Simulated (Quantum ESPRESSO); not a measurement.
## Ga2Pt2Hf2AgAl (input and log of a self-consistent run)

Simulated, not a measurement. The program is pw.x of Quantum ESPRESSO 7.5 (plane-wave density functional theory). The cell is made up: eight metal atoms on a hexagonal close-packed lattice, with elements, volume, strain and displacements drawn at random and not relaxed, so it may be unstable or far from any real phase. PseudoDojo standard norm-conserving files set the functional (PBE unless stated); there is no spin polarisation or spin-orbit coupling, the Fermi-Dirac width of 0.25 eV means electrons at about 2900 K, and the masses in the input are unused placeholders. Heavy elements are run without spin-orbit coupling, which real alloys of them have. A spin test at this wide smearing found no moment, but such smearing suppresses magnetism that the real alloy may have.

Input:

```
&control calculation='scf', pseudo_dir='./dojo.nc.sr.pbe.v0_5.standard.upf', outdir='./o', disk_io='minimal', tprnfor=.true., tstress=.true. /
&system ibrav=0, nat=8, ntyp=5, nbnd=67, ecutwfc=84.00895049, nosym=.true., tot_charge=0,
 occupations='smearing', smearing='fd', degauss=0.0183746611
/
&electrons conv_thr=1.470e-08, electron_maxstep=70, mixing_beta=0.5 /
ATOMIC_SPECIES
Ag 1.0 Ag.upf
Al 1.0 Al.upf
Ga 1.0 Ga.upf
Hf 1.0 Hf.upf
Pt 1.0 Pt.upf
CELL_PARAMETERS angstrom
0.0363 0.0302 4.9686
6.064 -0.0268 0.0448
-3.0552 5.3188 0.0099
ATOMIC_POSITIONS angstrom
Ga 0.0616 0.0285 -0.0463
Ga -1.5532 2.7219 -0.0395
Pt 2.9954 0.0627 0.0195
Hf 1.5373 2.6209 -0.0188
Pt 0.0153 1.7874 2.5241
Hf -1.4613 4.4524 2.5618
Ag 3.0778 1.8484 2.5095
Al 1.381 4.3692 2.4298
K_POINTS automatic
5 5 5 1 1 1
```

The log is shortened where brackets say so; the opening notice, blank lines, dates and the lines on written files are dropped, and the path of the files is cut. It prints rydbergs, bohrs and kilobars, and counts compression as positive stress. Its total energy is the free energy E - TS of the whole cell.

```
     Program PWSCF v.7.5
     Parallel version (MPI & OpenMP), running on       4 processor cores
     Number of MPI processes:                 4
     Threads/MPI process:                     1
     [start-up lines left out]
     bravais-lattice index     =            0
     lattice parameter (alat)  =       9.3897  a.u.
     unit-cell volume          =    1078.5987 (a.u.)^3
     number of atoms/cell      =            8
     number of atomic types    =            5
     number of electrons       =       108.00
     number of Kohn-Sham states=           67
     kinetic-energy cutoff     =      84.0090  Ry
     charge density cutoff     =     336.0358  Ry
     scf convergence threshold =      1.5E-08
     mixing beta               =       0.5000
     number of iterations used =            8  plain     mixing
     Exchange-correlation= PBE
                           (   1   4   3   4   0   0   0)
     [axes and pseudopotential details left out]
   Cartesian axes
     site n.     atom                  positions (alat units)
         1        Ga     tau(   1) = (   0.0123973   0.0057358  -0.0093181  )
         2        Ga     tau(   2) = (  -0.3125890   0.5477956  -0.0079496  )
         3        Pt     tau(   3) = (   0.6028388   0.0126187   0.0039245  )
         4        Hf     tau(   4) = (   0.3093891   0.5274688  -0.0037836  )
         5        Pt     tau(   5) = (   0.0030792   0.3597229   0.5079874  )
         6        Hf     tau(   6) = (  -0.2940937   0.8960671   0.5155747  )
         7        Ag     tau(   7) = (   0.6194222   0.3719995   0.5050490  )
         8        Al     tau(   8) = (   0.2779329   0.8793227   0.4890090  )
     number of k points=    63  Fermi-Dirac smearing, width (Ry)=  0.0184
                       cart. coord. in units 2pi/alat
        k(    1) = (   0.0818314   0.1402418   0.0985543), wk =   0.0320000
        k(    2) = (   0.0826677   0.3275644   0.0974096), wk =   0.0320000
     [further k points left out]
     Dense  grid:   112263 G-vectors     FFT dimensions: (  60,  72,  72)
     Estimated max dynamical RAM per process >     444.33 MB
     Estimated total dynamical RAM >       1.66 GB
     Initial potential from superposition of free atoms
     starting charge     107.9877, renormalised to     108.0000
     Starting wfcs are   72 randomized atomic wfcs
     total cpu time spent up to now is        8.0 secs
     per-process dynamical memory:   349.8 Mb
     Self-consistent Calculation
     iteration #  1     ecut=    84.01 Ry     beta= 0.50
     Davidson diagonalization with overlap
     ethr =  1.00E-02,  avg # of iterations =  3.3
     Threshold (ethr) on eigenvalues was too large:
     Diagonalizing with lowered threshold
     Davidson diagonalization with overlap
     ethr =  5.66E-04,  avg # of iterations =  2.1
     total cpu time spent up to now is       41.7 secs
     total energy              =   -1368.57647396 Ry
     estimated scf accuracy    <       0.66049789 Ry
     iteration #  2     ecut=    84.01 Ry     beta= 0.50
     Davidson diagonalization with overlap
     ethr =  6.12E-04,  avg # of iterations =  2.4
     total cpu time spent up to now is       59.9 secs
     total energy              =   -1368.68228917 Ry
     estimated scf accuracy    <       0.93657737 Ry
     iteration #  3     ecut=    84.01 Ry     beta= 0.50
     Davidson diagonalization with overlap
     ethr =  6.12E-04,  avg # of iterations =  2.0
     total cpu time spent up to now is       77.2 secs
     total energy              =   -1368.81571322 Ry
     estimated scf accuracy    <       0.07314771 Ry
     iteration #  4     ecut=    84.01 Ry     beta= 0.50
     Davidson diagonalization with overlap
     ethr =  6.77E-05,  avg # of iterations =  5.3
     total cpu time spent up to now is       96.3 secs
     total energy              =   -1368.83006995 Ry
     estimated scf accuracy    <       0.02620422 Ry
     iteration #  5     ecut=    84.01 Ry     beta= 0.50
     Davidson diagonalization with overlap
     ethr =  2.43E-05,  avg # of iterations =  3.4
     total cpu time spent up to now is      112.5 secs
     total energy              =   -1368.83330103 Ry
     estimated scf accuracy    <       0.00242670 Ry
     [iterations 6 to 8 left out]
     iteration #  9     ecut=    84.01 Ry     beta= 0.50
     Davidson diagonalization with overlap
     ethr =  1.14E-07,  avg # of iterations =  2.0
     total cpu time spent up to now is      179.5 secs
     total energy              =   -1368.83399115 Ry
     estimated scf accuracy    <       0.00002132 Ry
     iteration # 10     ecut=    84.01 Ry     beta= 0.50
     Davidson diagonalization with overlap
     ethr =  1.97E-08,  avg # of iterations =  2.0
     total cpu time spent up to now is      194.1 secs
     total energy              =   -1368.83399409 Ry
     estimated scf accuracy    <       0.00000075 Ry
     iteration # 11     ecut=    84.01 Ry     beta= 0.50
     Davidson diagonalization with overlap
     ethr =  6.96E-10,  avg # of iterations =  3.2
     total cpu time spent up to now is      211.7 secs
     total energy              =   -1368.83399427 Ry
     estimated scf accuracy    <       0.00000010 Ry
     iteration # 12     ecut=    84.01 Ry     beta= 0.50
     Davidson diagonalization with overlap
     ethr =  9.34E-11,  avg # of iterations =  2.8
     total cpu time spent up to now is      228.7 secs
     total energy              =   -1368.83399428 Ry
     estimated scf accuracy    <       0.00000002 Ry
     iteration # 13     ecut=    84.01 Ry     beta= 0.50
     Davidson diagonalization with overlap
     ethr =  2.14E-11,  avg # of iterations =  2.7
     total cpu time spent up to now is      245.2 secs
     End of self-consistent calculation
     [lines on levels left out]
!    total energy              =   -1368.83399429 Ry
     estimated scf accuracy    <          3.3E-09 Ry
     smearing contrib. (-TS)   =      -0.07176052 Ry
     internal energy E=F+TS    =   -1368.76223377 Ry
     The total energy is F=E-TS. E is the sum of the following terms:
     one-electron contribution =    -553.88378719 Ry
     hartree contribution      =     333.06174821 Ry
     xc contribution           =    -283.73977374 Ry
     ewald contribution        =    -864.20042105 Ry
     convergence has been achieved in  13 iterations
     Forces acting on atoms (cartesian axes, Ry/au):
     atom    1 type  3   force =    -0.01679578    0.00753671    0.00774273
     atom    2 type  3   force =     0.00916238   -0.02262567    0.00963033
     atom    3 type  5   force =    -0.00898768   -0.02409119    0.00206833
     atom    4 type  4   force =    -0.02348834   -0.01262236    0.00191221
     atom    5 type  5   force =     0.02035807    0.01249476   -0.00112301
     atom    6 type  4   force =     0.00006252    0.02364489   -0.01375569
     atom    7 type  1   force =     0.00152212   -0.00784612   -0.00763237
     atom    8 type  2   force =     0.01816672    0.02350898    0.00115747
     Total force =     0.069238     Total SCF correction =     0.000186
     Computing stress (Cartesian axis) and pressure
          total   stress  (Ry/bohr**3)                   (kbar)     P=     -138.54
  -0.00080110   0.00002625  -0.00002640         -117.85        3.86       -3.88
   0.00002625  -0.00095188   0.00001519            3.86     -140.03        2.23
  -0.00002640   0.00001519  -0.00107241           -3.88        2.23     -157.76
     init_run     :      7.15s CPU      7.45s WALL (       1 calls)
     electrons    :    236.02s CPU    237.23s WALL (       1 calls)
     forces       :      2.83s CPU      2.85s WALL (       1 calls)
     stress       :      9.86s CPU     10.09s WALL (       1 calls)
     [timing details left out]
     PWSCF        :   4m16.38s CPU   4m18.17s WALL
     JOB DONE.
```

In other units: free energy -18623.935 eV for the cell, pressure -13.85 GPa, largest force component 0.619 eV/Å in size. The run took 260 s of wall time with four MPI processes on a shared machine (Intel Xeon, 2023 or later, virtual cores), so the time is rough. A rerun of this cell at a higher cutoff and on a denser mesh moved values by no more than 0.006 eV in energy, 0.04 GPa in stress and 0.008 eV/Å in force, and a second program with other atomic files agreed on that cell to 2 % rms in force and 0.5 GPa in pressure.